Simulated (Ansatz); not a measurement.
La₂InGe₂:
Space group P4/mbm (No. 127); a = 7.710 Å, b = 7.710 Å, c = 4.454 Å, α = 90.00°, β = 90.00°, γ = 90.00°

```
atom  site  symmetry       x       y       z
----  ----  --------  ------  ------  ------
La      4h      m.2m  0.1809  0.3191  0.5000
In      2a     4/m..  0.0000  0.0000  0.0000
Ge      4g      m.2m  0.3845  0.1155  0.0000
```

Relaxed with r²SCAN.

Which orbitals make up the states near the Fermi level in plane-wave PAW r²SCAN (Ansatz code)?

Within 0.5 eV of the Fermi level: La 5d 47 %, Ge 4p 19 %, In 5p 10 %, In 5s 8 %, La 4f 8 %. Projections are on Löwdin-orthogonalised atomic valence shells; empty p or d shells of many metals are not among them.

Tabulate the density of states.

States/eV per cell of 10 atoms, in 0.25 eV bins, energy from the Fermi level.

| E (eV) | total | La 4f | La 5d | Ge 4p |
|---|---|---|---|---|
| -7.85 | 2.62 | 0.01 | 0.35 | 0.29 |
| -7.60 | 11.17 | 0.07 | 1.59 | 1.03 |
| -7.35 | 2.21 | 0.02 | 0.22 | 0.18 |
| -7.10 | 0.00 | 0.00 | 0.00 | 0.00 |
| -6.85 | 0.00 | 0.00 | 0.00 | 0.00 |
| -6.60 | 0.00 | 0.00 | 0.00 | 0.00 |
| -6.35 | 0.00 | 0.00 | 0.00 | 0.00 |
| -6.10 | 0.18 | 0.00 | 0.05 | 0.04 |
| -5.85 | 1.12 | 0.01 | 0.22 | 0.25 |
| -5.60 | 4.91 | 0.03 | 0.86 | 1.13 |
| -5.35 | 4.09 | 0.04 | 0.73 | 0.91 |
| -5.10 | 3.29 | 0.05 | 0.53 | 0.76 |
| -4.85 | 1.77 | 0.04 | 0.22 | 0.44 |
| -4.60 | 0.62 | 0.02 | 0.07 | 0.15 |
| -4.35 | 0.03 | 0.00 | 0.00 | 0.01 |
| -4.10 | 0.01 | 0.00 | 0.00 | 0.00 |
| -3.85 | 0.26 | 0.00 | 0.03 | 0.11 |
| -3.60 | 1.51 | 0.01 | 0.24 | 0.72 |
| -3.35 | 3.39 | 0.03 | 0.58 | 1.69 |
| -3.10 | 5.24 | 0.07 | 0.97 | 2.65 |
| -2.85 | 7.16 | 0.11 | 1.49 | 3.61 |
| -2.60 | 5.82 | 0.10 | 1.37 | 2.96 |
| -2.35 | 6.29 | 0.13 | 1.64 | 3.31 |
| -2.10 | 6.72 | 0.17 | 1.66 | 3.59 |
| -1.85 | 8.82 | 0.23 | 2.61 | 4.13 |
| -1.60 | 6.46 | 0.17 | 2.27 | 2.36 |
| -1.35 | 10.68 | 0.28 | 3.79 | 4.26 |
| -1.10 | 9.19 | 0.33 | 3.50 | 3.33 |
| -0.85 | 5.39 | 0.27 | 2.22 | 1.78 |
| -0.60 | 2.50 | 0.15 | 1.05 | 0.80 |
| -0.35 | 3.78 | 0.19 | 1.60 | 0.95 |
| -0.10 | 5.35 | 0.32 | 2.73 | 0.97 |
| 0.15 | 4.24 | 0.39 | 1.97 | 0.70 |
| 0.40 | 3.43 | 0.39 | 1.64 | 0.48 |
| 0.65 | 5.43 | 0.82 | 2.59 | 0.63 |
| 0.90 | 6.72 | 1.20 | 3.30 | 0.84 |
| 1.15 | 9.54 | 2.34 | 4.56 | 1.10 |
| 1.40 | 12.60 | 3.73 | 5.61 | 1.40 |
| 1.65 | 12.75 | 6.03 | 4.63 | 0.71 |
| 1.90 | 22.97 | 15.52 | 4.96 | 0.66 |
| 2.15 | 53.61 | 48.59 | 3.05 | 0.48 |

The first step of the workflow began from a Materials Project structure, measured or hypothetical; the Crystallography Open Database copy checked does not list it. Its standing as an ambient phase is unchecked. The r²SCAN relaxation kept the symmetry of its start; whether a distortion lowers the energy is not shown. Spin–orbit coupling is left out wherever it is not named.

Potentials: the earlier of the program's two PAW sets.
